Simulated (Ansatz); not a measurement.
SnGe3:
```xyz
4
Lattice="-2.1808 2.1808 4.2176 2.1808 -2.1808 4.2176 2.1808 2.1808 -4.2176" Properties=species:S:1:pos:R:3 pbc="T T T"
Sn     0.0000     0.0000     0.0000
Ge     0.0000     2.1808     2.1088
Ge     2.1808     0.0000     2.1088
Ge     0.0000     0.0000     4.2176
```

Relaxed with LDA.

**Question.** Which orbitals make up the states near the Fermi level in LDA in the plane-wave PAW code Ansatz?

**Answer.** Within 0.5 eV of the Fermi level: Ge 4p 65 %, Sn 5p 16 %, Ge 4s 11 %, Sn 5s 5 %. Projections are on Löwdin-orthogonalised atomic valence shells; empty p or d shells of many metals are not among them.

**Question.** Tabulate the density of states.

**Answer.** States/eV per cell of 4 atoms, in 0.25 eV bins, energy from the Fermi level.

```
E (eV)  total  Ge 4p  Sn 5p  Ge 4s
------  -----  -----  -----  -----
-7.85    1.46   0.35   0.10   0.82
-7.60    1.65   0.36   0.10   0.91
-7.35    1.66   0.34   0.11   0.93
-7.10    1.61   0.31   0.11   0.93
-6.85    1.30   0.25   0.09   0.73
-6.60    1.10   0.21   0.07   0.60
-6.35    1.09   0.20   0.06   0.59
-6.10    1.26   0.23   0.05   0.66
-5.85    1.15   0.19   0.04   0.61
-5.60    1.11   0.15   0.04   0.59
-5.35    0.88   0.23   0.08   0.36
-5.10    0.83   0.33   0.11   0.23
-4.85    0.72   0.40   0.13   0.10
-4.60    0.75   0.48   0.16   0.06
-4.35    0.80   0.53   0.17   0.06
-4.10    1.06   0.72   0.22   0.09
-3.85    1.26   0.85   0.26   0.11
-3.60    1.56   1.04   0.31   0.15
-3.35    1.95   1.29   0.38   0.19
-3.10    2.25   1.47   0.44   0.25
-2.85    2.06   1.30   0.38   0.27
-2.60    1.93   1.17   0.35   0.30
-2.35    1.77   1.03   0.31   0.30
-2.10    1.53   0.87   0.26   0.28
-1.85    1.65   0.97   0.27   0.27
-1.60    1.79   1.09   0.28   0.28
-1.35    1.82   1.14   0.28   0.26
-1.10    1.81   1.13   0.28   0.26
-0.85    1.80   1.14   0.27   0.24
-0.60    1.67   1.08   0.25   0.20
-0.35    1.86   1.18   0.28   0.23
-0.10    1.86   1.17   0.30   0.23
0.15     1.81   1.18   0.29   0.18
0.40     2.01   1.32   0.32   0.19
0.65     2.08   1.37   0.34   0.20
0.90     1.97   1.30   0.33   0.17
1.15     2.04   1.36   0.35   0.15
1.40     2.25   1.50   0.39   0.16
1.65     2.32   1.56   0.40   0.16
1.90     2.19   1.50   0.37   0.13
2.15     2.51   1.75   0.42   0.13
2.40     2.71   1.93   0.43   0.13
2.65     2.57   1.84   0.41   0.11
2.90     2.48   1.78   0.39   0.10
3.15     2.42   1.69   0.43   0.10
3.40     2.21   1.52   0.42   0.08
3.65     2.30   1.50   0.54   0.08
3.90     2.39   1.53   0.58   0.08
4.15     2.34   1.50   0.56   0.08
4.40     2.18   1.40   0.52   0.08
4.65     2.09   1.36   0.49   0.07
```

Space group I4/mmm. The first step of the workflow began from a Materials Project structure, measured or hypothetical; the Crystallography Open Database copy checked does not list it. Its standing as an ambient phase is unchecked. Symmetry was held in the LDA relaxation; phonons show weakly imaginary modes. Its formation energy is positive at this level, so the cell may be metastable or incomplete. Scalar-relativistic: spin–orbit coupling is off unless named, which matters more the heavier the elements.

Potentials: the later of the program's two PAW sets.
